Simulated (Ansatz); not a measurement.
**SiCl, a known structure type with other elements, at an estimated volume**

```
CELL_PARAMETERS angstrom
3.82376 0.00000 0.00000
1.91188 -5.39099 0.00000
0.00000 0.00000 -4.38206
ATOMIC_POSITIONS crystal
Si 0.39200 0.21600 0.75000
Si 0.60800 0.78400 0.25000
Cl 0.13330 0.73340 0.75000
Cl 0.86670 0.26660 0.25000
```

Method: PBE, no spin polarisation; PAW, plane waves to 420 eV, 9×9×8 Γ-centred mesh, fermi-dirac occupations (width 0.1 eV) (Ansatz 0.2.0), atoms fixed.

Q: Is the cell too large or too small?

A: The pressure is -2.7 GPa (compression positive), so with the atoms held at these fractions the cell would first shrink. The principal stresses -3.7, -2.7, -1.7 GPa differ, so its shape would change too.

Q: Is there a gap?

A: It is a metal, with about 3 states/eV a cell as the mean within 0.25 eV of the Fermi level, mostly Si p (78 %) and Cl p (13 %).

Q: Which element gives electrons and which takes them?

A: Bader charges in e: Si +0.60, Cl -0.60. In the mean Si gives up most and Cl takes most.

Q: Where is the largest force?

A: The largest is on Si1 (and as large on other atoms): 0.56 eV/Å, components (0.00, 0.56, 0.00). It makes 180° with the line to a nearest neighbour, Cl3 at 2.79 Å, pointing away from it.

Q: What is the formation energy?

A: 0.47 eV an atom against the elements' usual phases (free molecules for gases, crystals otherwise, with no correction for O₂ or N₂), so at this geometry it isn't bound against them. Relaxing would lower it.

Origin: a known structure type with other elements, at an estimated volume, so it need not be a known compound. Caveats: many states at the Fermi level without spin polarisation, so a magnetic state may lie lower.
